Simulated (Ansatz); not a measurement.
InIr$_{3}$N (anti-perovskite, Pm-3m) under volume change, DFT-PBE in the program Ansatz with PAW potentials, scaled uniformly.

| V (Å³/atom) | E − E(relaxed) (meV/atom) | P (GPa) |
|---|---|---|
| 13.106 | 104.2 | 28.28 |
| 13.538 | 43.4 | 17.12 |
| 13.970 | 10.2 | 7.80 |
| 14.402 | 0.0 | 0.00 |
| 14.834 | 9.1 | -6.51 |
| 15.266 | 34.1 | -11.94 |
| 15.698 | 72.6 | -16.45 |

Question: What does a third-order Birch–Murnaghan fit give for V₀, B₀ and B′?

Answer: V₀ = 14.40 Å³/atom, B₀ = 237 GPa, B′ = 5.0.

The start of the workflow was typed in or built on a structure type; neither database checked (COD, Materials Project) lists it. Whether it is the stable phase at ambient conditions was not checked. Symmetry was held in the PBE relaxation; its stability against distortions is not shown here. The workflow began spin-polarised and lost its moments. The volume moved by 16 % from the start of the relaxation. Its formation energy is positive at this level, so the cell may be metastable or incomplete. Spin–orbit coupling is left out wherever it is not named.

Potentials: the earlier of the program's two PAW sets.
